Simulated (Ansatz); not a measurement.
The guess for Si₅Cl was made by a generator: random cell by space group and Wyckoff sites (P4/mmm, No. 123). Its size is a rough estimate.

```
Si Cl
1.0
     3.69032    0.00000    0.00000
     0.00000    3.69032    0.00000
     0.00000    0.00000    8.65162
Si Cl
5 1
Direct
  0.00000 0.00000 0.86283
  0.00000 0.00000 0.13717
  0.00000 0.00000 0.68933
  0.00000 0.00000 0.31067
  0.00000 0.00000 0.50000
  0.50000 0.50000 0.50000
```

These are results of DFT PBE, scalar-relativistic, plane waves, PAW (Ansatz 0.2.0), not measurements. Cutoff 420 eV, Gaussian smearing, Γ-centred meshes. Cell and atoms relax first on a coarse mesh and then on a finer one. In between, the cell is made exact in the group found at 0.06 Å. In metals the finer mesh still leaves noise of several meV/atom or more. The steps can't lower the symmetry of their start. No spin polarisation.

A guess keeps its type if space group and coordination stay and the shape of the cell changes little (axis ratios within about 15 %, angles within 6°); the volume may change.

Task: Does this structure survive the relaxation?

Result: It doesn't keep its type. The symmetry stays P4/mmm (No. 123). The volume per atom grows by 9.9 %, from 19.6 to 21.6 Å³. The shortest distance goes from 1.50 Å (Si–Si) to 2.30 Å (Si–Cl). The ratio c/a of the conventional cell changes by a factor of 1.60. Counting neighbours within 15 % of an atom's shortest distance, the start has Cl 4, Si 1/2 and the end Cl 4, Si 2/6. In detail, at the end Si on a site of symmetry 4mm has 2 Si at 2.33–2.37 Å; Si on a second site of symmetry 4mm has 1 Si at 2.37 Å and 1 Si at 2.57 Å; around Cl lie 4 Si at 2.30 Å; 1 more site not described.

```cif
data_structure
_symmetry_space_group_name_H-M 'P 1'
_symmetry_Int_Tables_number 1
_cell_length_a 3.2567
_cell_length_b 3.2567
_cell_length_c 12.2118
_cell_angle_alpha 90.000
_cell_angle_beta 90.000
_cell_angle_gamma 90.000
_cell_volume 129.52
loop_
_atom_site_label
_atom_site_type_symbol
_atom_site_fract_x
_atom_site_fract_y
_atom_site_fract_z
_atom_site_occupancy
Si1 Si 0.00000 0.00000 0.90442 1
Si2 Si 0.00000 0.00000 0.09558 1
Si3 Si 0.00000 0.00000 0.71074 1
Si4 Si 0.00000 0.00000 0.28926 1
Si5 Si 0.00000 0.00000 0.50000 1
Cl1 Cl 0.50000 0.50000 0.50000 1
```

The zero of energy is the elements' standard structures at the same level (Cl₂ as a molecule); no fitted shifts are applied.

Task: At what energy does it end?

Result: +0.98 eV/atom. The separate elements lie lower, so it is unstable against them.

The last run used a 12×12×4 mesh (in the run's order of axes) for its 6-atom cell and Gaussian smearing of 0.10 eV. The cell is a metal run without spin; a magnetic state may lie lower. Symmetry constrained the relaxation, so the result can be a saddle point.

In counts of neighbours, a slash parts the counts of unlike sites.
